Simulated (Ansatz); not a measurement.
An element in the bcc structure gives these cold pressures by all-electron LAPW under PBEsol (Ansatz 0.2.0, scalar-relativistic, no spin polarisation).

```csv
V (Å³/atom),P (GPa)
7.75,-0.09
6.82,19.55
6.04,46.5
5.27,90.6
4.49,166.4
3.87,270.5
3.33,422.6
```

Which element is it?

Be. Its zero-pressure volume in this structure is near 7.7 Å³/atom; the volume and the steepness of P(V) together point to it, though neighbours can come close. Neighbours weren't tried against these numbers.
